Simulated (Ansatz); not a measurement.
Consider the following.

HfO2:
```cif
data_HfO2
_chemical_formula_sum 'Hf1 O2'
_space_group_name_H-M_alt 'P-3m1'
_space_group_IT_number 164
_space_group_name_Hall '-P 3 2"'
_cell_length_a 3.19718
_cell_length_b 3.19718
_cell_length_c 4.57383
_cell_angle_alpha 90.000
_cell_angle_beta 90.000
_cell_angle_gamma 120.000
loop_
_atom_site_label
_atom_site_type_symbol
_atom_site_symmetry_multiplicity
_atom_site_Wyckoff_symbol
_atom_site_fract_x
_atom_site_fract_y
_atom_site_fract_z
_atom_site_occupancy
Hf1 Hf 1 a 0.00000 0.00000 0.00000 1
O1 O 2 d 0.33333 0.66667 0.20871 1
```

This is the LDA-relaxed structure.

Question: All from plane-wave PAW LDA (Ansatz code), unless another level is named. Predict the Born charges (a third of the trace).

Answer: Hf +4.93, O -2.47 e.

Question: Give the static dielectric constant ε0 (ions relaxed, cell fixed).

Answer: 25.2 (xx = yy), 4.17 (zz).

Question: And the electronic dielectric constant ε∞ (DFPT)?

Answer: 4.91 (xx = yy), 2.73 (zz).

A made-up cell: these elements were put on the sites of a structure type; neither database checked (COD, Materials Project) lists it. It is not the phase usual at ambient conditions (space group No. 14, 29). The cell was relaxed with LDA under the symmetry of its start; its stability against distortions is not shown here. The run is not spin-polarised. A crystal of weakly bound layers computed without a dispersion correction: the cell and the soft elastic constants depend strongly on that. Scalar-relativistic: spin–orbit coupling is off unless named, which matters more the heavier the elements.

Potentials: the earlier of the program's two PAW sets. The files were generated under PBE; for other functionals the program regenerates the frozen cores, and for LDA and PBEsol the local potential too.
